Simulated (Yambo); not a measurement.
Convergence of the G0W0 gap of AlN

G0W0@LDA for AlN (zinc blende, space group F-43m, No. 216) in Yambo. Reference settings: 6×6×6 Γ-centred k mesh, 77 bands and a 14 Ry block in the screening, 77 bands in G with the Bruneval-Gonze terminator, plasmon pole fitted at 27.2 eV. The LDA gap Γ → X on this mesh is 3.27 eV; G0W0 gaps are taken between the same points.

```
change from the reference     G0W0 gap Γ → X (eV)  shift of the valence edge (eV)        rough Yambo cost
----------------------------  -------------------  ------------------------------  ----------------------
reference settings                           4.85                           -1.04                       1
23 bands in W, 23 bands in G                 4.82                           -0.83               about 1/3
47 bands in W, 47 bands in G                 4.83                           -0.99  within a factor of two
23 bands in G                                4.90                           -1.08                       –
47 bands in G                                4.87                           -1.06                       –
32 bands in W                                4.79                           -0.89  within a factor of two
2 Ry block                                   4.40                           -0.54               about 1/2
6 Ry block                                   4.64                           -0.84               about 1/2
11 Ry block                                  4.78                           -0.97  within a factor of two
pole fitted at 10 eV                         4.77                           -0.85                       –
no random integration                        4.79                           -0.84                       –
4×4×4 mesh                                   4.83                           -1.00               about 1/4
23 bands in G, no terminator                 4.50                           -0.45                       –
47 bands in G, no terminator                 4.67                           -0.78                       –
no terminator                                4.75                           -0.92                       –
```

The reference isn't shown to be the converged limit. Costs are rough (shared machines), scaled to the same edge states, and given only for runs that recompute the screening.

Geometry relaxed with LDA; primitive cell a = b = c = 3.064 Å, α = β = γ = 60.00°.

This is not the ordinary phase of the substance; no match was found in the copy of COD used, and its stability was not checked.

A shift is the quasiparticle energy of the state minus its LDA energy.
